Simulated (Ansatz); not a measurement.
Here is the system:

WO3:
```
CELL_PARAMETERS angstrom
      5.24276     0.00000     0.00000
      0.00000     5.17397     0.00000
     -0.18591     0.00000     7.63120
ATOMIC_POSITIONS crystal
  W  0.74589 0.26589 0.71773
  W  0.25411 0.73411 0.28227
  W  0.25411 0.76589 0.78227
  W  0.74589 0.23411 0.21773
  O  0.45539 0.03899 0.22200
  O  0.54461 0.96101 0.77800
  O  0.54461 0.53899 0.27800
  O  0.45539 0.46101 0.72200
  O  0.25169 0.69469 0.00819
  O  0.74831 0.30531 0.99181
  O  0.74831 0.19469 0.49181
  O  0.25169 0.80531 0.50819
  O  0.03665 0.04043 0.77810
  O  0.96335 0.95957 0.22190
  O  0.96335 0.54043 0.72190
  O  0.03665 0.45957 0.27810
```

This is the LDA-relaxed structure. Cartesian axes are those of the cell as given.

### Question
All from DFT-LDA in the program Ansatz with PAW potentials, unless another level is named. Estimate the Young's modulus.

### Answer
105 GPa.

### Question
What about the elastic constants (relaxed ions, GPa)?

### Answer
C11 = 138, C22 = 101, C33 = 104, C12 = 0.0, C13 = 67.6, C23 = 1.1, C44 = 42.2, C55 = 60.5, C66 = 68.0, C15 = -25.0, C25 = -27.4, C35 = -22.1, C46 = 15.5.

### Question
Next, the highest zone-centre frequency (without LO–TO term)?

### Answer
1073 cm^-1.

Space group P2_1/c. The first step of the workflow began from a Materials Project structure, measured or hypothetical; the Crystallography Open Database files this formula in space group No. 14, but the cells were not matched. Whether it is the stable phase at ambient conditions was not checked. The LDA relaxation kept the symmetry of its start; its stability against distortions is not shown here. No spin polarisation was allowed. No Hubbard U is applied. Spin–orbit coupling is left out wherever it is not named.

Potentials: the later of the program's two PAW sets.
